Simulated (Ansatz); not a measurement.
Zincblende alloy of GaAs and GaP (4 of 32 As sites exchanged), 64 atoms

Ansatz, PAW, plane waves. PBEsol relaxation of volume and atoms (shape held) at the single k point (¼, ¼, ¼) without its symmetry partners; single points on the relaxed atoms at the single k point (¼, ¼, ¼) without its symmetry partners, onto which points of the small cell's zone fold. Arrangement: clustered. No spin–orbit coupling unless named.

Relaxed structure:

```yaml
crystal:
  lattice:
    - [11.26074, 0.00000, 0.00000]
    - [0.00000, 11.26074, 0.00000]
    - [0.00000, 0.00000, 11.26074]
  atoms:
    - { symbol: Ga, position: [0.00011, 0.99955, 0.99885] }
    - { symbol: Ga, position: [0.00021, 0.99966, 0.50082] }
    - { symbol: Ga, position: [0.00011, 0.49981, 0.99296] }
    - { symbol: Ga, position: [0.00037, 0.49978, 0.50658] }
    - { symbol: Ga, position: [0.50006, 0.99972, 0.99987] }
    - { symbol: Ga, position: [0.50026, 0.99983, 0.49995] }
    - { symbol: Ga, position: [0.49998, 0.49973, 0.99865] }
    - { symbol: Ga, position: [0.50014, 0.49989, 0.50080] }
    - { symbol: Ga, position: [0.24572, 0.25427, 0.99502] }
    - { symbol: Ga, position: [0.25044, 0.25001, 0.49979] }
    - { symbol: Ga, position: [0.25030, 0.74957, 0.99934] }
    - { symbol: Ga, position: [0.24607, 0.74507, 0.50417] }
    - { symbol: Ga, position: [0.75053, 0.24992, 0.99946] }
    - { symbol: Ga, position: [0.75491, 0.25433, 0.50429] }
    - { symbol: Ga, position: [0.75469, 0.74506, 0.99505] }
    - { symbol: Ga, position: [0.75050, 0.74958, 0.49982] }
    - { symbol: Ga, position: [0.24981, 0.99986, 0.24981] }
    - { symbol: Ga, position: [0.24909, 0.99996, 0.74966] }
    - { symbol: Ga, position: [0.24913, 0.49971, 0.24966] }
    - { symbol: Ga, position: [0.24297, 0.49963, 0.74970] }
    - { symbol: Ga, position: [0.75036, 0.00004, 0.24974] }
    - { symbol: Ga, position: [0.75123, 0.99978, 0.74993] }
    - { symbol: Ga, position: [0.75126, 0.49992, 0.24968] }
    - { symbol: Ga, position: [0.75709, 0.49978, 0.74973] }
    - { symbol: Ga, position: [0.00035, 0.25086, 0.24967] }
    - { symbol: Ga, position: [0.00033, 0.25660, 0.74965] }
    - { symbol: Ga, position: [0.00026, 0.74895, 0.24970] }
    - { symbol: Ga, position: [0.00013, 0.74283, 0.74959] }
    - { symbol: Ga, position: [0.50048, 0.24997, 0.24984] }
    - { symbol: Ga, position: [0.50027, 0.25095, 0.74979] }
    - { symbol: Ga, position: [0.50044, 0.74988, 0.24974] }
    - { symbol: Ga, position: [0.50039, 0.74891, 0.74968] }
    - { symbol: As, position: [0.12502, 0.12592, 0.12339] }
    - { symbol: As, position: [0.12403, 0.12697, 0.62565] }
    - { symbol: As, position: [0.12400, 0.62361, 0.12254] }
    - { symbol: As, position: [0.62539, 0.12496, 0.12433] }
    - { symbol: As, position: [0.62635, 0.12589, 0.62486] }
    - { symbol: As, position: [0.62623, 0.62461, 0.12344] }
    - { symbol: As, position: [0.62734, 0.62360, 0.62575] }
    - { symbol: As, position: [0.37400, 0.37462, 0.12352] }
    - { symbol: As, position: [0.37304, 0.37607, 0.62607] }
    - { symbol: As, position: [0.37478, 0.87457, 0.12465] }
    - { symbol: As, position: [0.37402, 0.87366, 0.62469] }
    - { symbol: As, position: [0.87632, 0.37590, 0.12261] }
    - { symbol: As, position: [0.87488, 0.87345, 0.12360] }
    - { symbol: As, position: [0.87631, 0.87264, 0.62600] }
    - { symbol: As, position: [0.37513, 0.12476, 0.37471] }
    - { symbol: As, position: [0.37404, 0.12587, 0.87452] }
    - { symbol: As, position: [0.37419, 0.62453, 0.37560] }
    - { symbol: As, position: [0.37317, 0.62337, 0.87305] }
    - { symbol: As, position: [0.87548, 0.12590, 0.37579] }
    - { symbol: As, position: [0.87655, 0.12679, 0.87346] }
    - { symbol: As, position: [0.87644, 0.62357, 0.37663] }
    - { symbol: As, position: [0.12409, 0.37584, 0.37670] }
    - { symbol: As, position: [0.12515, 0.87348, 0.37609] }
    - { symbol: As, position: [0.12386, 0.87271, 0.87336] }
    - { symbol: As, position: [0.62636, 0.37500, 0.37599] }
    - { symbol: As, position: [0.62731, 0.37593, 0.87360] }
    - { symbol: As, position: [0.62552, 0.87469, 0.37494] }
    - { symbol: As, position: [0.62627, 0.87362, 0.87480] }
    - { symbol: P, position: [0.12301, 0.62259, 0.62671] }
    - { symbol: P, position: [0.87738, 0.37697, 0.62690] }
    - { symbol: P, position: [0.87732, 0.62245, 0.87241] }
    - { symbol: P, position: [0.12283, 0.37682, 0.87256] }
```

What are the mean bond lengths by pair (pairs within 1.2 times the sum of covalent radii, less contacts 15 % beyond the pair's median; cation–cation pairs of compounds aside; long ionic contacts are cut short by that bound)?

As–Ga 2.446 ± 0.006 Å (standard deviation, 112 bonds); Ga–P 2.382 ± 0.006 Å (standard deviation, 16 bonds).

What gap lies between the top filled and the lowest empty level in the single points?

r²SCAN 1.80 eV (7.7 s on NVIDIA H100). Away from Γ this isn't the crystal's band gap. An indirect band minimum needn't fold onto Γ of this cell; where it doesn't, these gaps are too wide.
